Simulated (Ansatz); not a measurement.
Relaxed AlNi (CsCl type):

```yaml
crystal:
  lattice:
    - [2.89304, 0.00000, 0.00000]
    - [0.00000, 2.89304, 0.00000]
    - [0.00000, 0.00000, 2.89304]
  atoms:
    - { symbol: Al, position: [0.00000, 0.00000, 0.00000] }
    - { symbol: Ni, position: [0.50000, 0.50000, 0.50000] }
```

Two-dimensional scan of atom 1 (Al, nearest neighbour Ni at 2.505 Å; its periodic images, 2.9 Å or more away, move with it): u runs along (1.000, 0.000, 0.000), v along (0.000, 0.000, 1.000) (Cartesian). Cell and other atoms are fixed.

Method: PBE (plane waves to 420 eV, PAW, scalar-relativistic; Ansatz, an electronic-structure program). k mesh 13×13×13 (Γ-centred), Fermi-Dirac smearing 0.05 eV. E stands for the smeared free energy. With partly filled bands, energies and forces of such displacements shift with the k mesh and the smearing. AlNi is run without spin polarisation. AlNi was relaxed with its symmetry unable to fall. ΔE is measured from the undisplaced structure. Axes are in Å.

Estimate the ΔE (meV/cell) for all points of the grid u = -0.630, -0.315, 0.000, 0.315, 0.630 by v = -0.630, -0.315, 0.000, 0.315, 0.630.

ΔE (meV/cell), with u across and v down:

```csv
v \ u,-0.630,-0.315,0.000,0.315,0.630
-0.630,3589,1745,1106,1745,3589
-0.315,1745,656,281,656,1745
0.000,1106,281,0,281,1106
0.315,1745,656,281,656,1745
0.630,3589,1745,1106,1745,3589
```

(For displaced atoms, the force is minus the slope of the energy, and its curvature is a force constant, which sets phonon frequencies.)
